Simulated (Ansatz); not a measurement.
AlN:
Space group F-43m (No. 216); a = b = c = 4.342 Å, α = β = γ = 90.00°

```
atom  site  symmetry       x       y       z
----  ----  --------  ------  ------  ------
Al      4a      -43m  0.0000  0.0000  0.0000
N       4d      -43m  0.7500  0.7500  0.7500
```
(The calculation used a cell of 2 atoms; values per cell refer to that cell.)

Relaxed with LDA in the plane-wave PAW code Ansatz. Indices refer to the conventional cell of F-43m, a = b = c = 4.342 Å, α = β = γ = 90.00°.

### Question
Simulate the powder diffraction pattern (Cu Kα, λ = 1.54184 Å; lines above 1 %) up to 2θ = 90°.

### Answer
Simulated powder pattern, Cu Kα, λ = 1.54184 Å (kinematic, ideal powder, no thermal factors, no anomalous dispersion; the 30 strongest lines at most, above 1 %, up to 2θ = 90°):

| 2θ (°) | d (Å) | I/Imax (%) | hkl |
|---|---|---|---|
| 35.82 | 2.507 | 100 | (111) |
| 41.60 | 2.171 | 11 | (200) |
| 60.29 | 1.535 | 49 | (220) |
| 72.15 | 1.309 | 33 | (311) |
| 75.91 | 1.254 | 3.5 | (222) |

Symmetry was held in the LDA relaxation; phonons on a q-mesh show no instability.

Potentials: the later of the program's two PAW sets.
